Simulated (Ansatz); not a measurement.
# Two states of Ti2SiO4

```
Ti Si O
1.0
     0.00000    4.18354    4.18354
     4.18354    0.00000    4.18354
     4.18354    4.18354    0.00000
Ti Si O
4 2 8
Direct
  0.50000 0.50000 0.50000
  0.00000 0.50000 0.50000
  0.50000 0.50000 0.00000
  0.50000 0.00000 0.50000
  0.12500 0.12500 0.12500
  0.87500 0.87500 0.87500
  0.24350 0.24350 0.24350
  0.23050 0.75650 0.75650
  0.24350 0.24350 0.76950
  0.75650 0.23050 0.75650
  0.76950 0.24350 0.24350
  0.75650 0.75650 0.75650
  0.24350 0.76950 0.24350
  0.75650 0.75650 0.23050
```

Single point in Ansatz 0.2.0 with PBE. Cutoff 420 eV, PAW datasets, 5×5×5 Γ-centred k mesh, methfessel-paxton filling (width 0.0119 eV). The cell carries a charge of +1 e on a uniform background.

State A: no moments (collinear spin). State B: Ti1 up, Ti2 up, Ti3 up, Ti4 up (collinear spin).

Which state is lower, and how do they differ?

They are level within 1 meV an atom.

```tsv
state	free energy (meV/atom)	largest moment in a small sphere (μB)	net moment (μB/cell)	gap on mesh (eV)	pressure (GPa)	largest force (eV/Å)
A	0.0	0.02	0.14	metal	n/a	1.41
B	0.7	0.46	2.83	metal	n/a	1.48
```

Origin: a known structure type with other elements, at an estimated volume, so it need not be a known compound. Caveats: correlation that this level lacks may open a gap in such a compound; an odd electron count with no moments left, so an order that this cell can't hold may lie lower; charged cell with a uniform background.
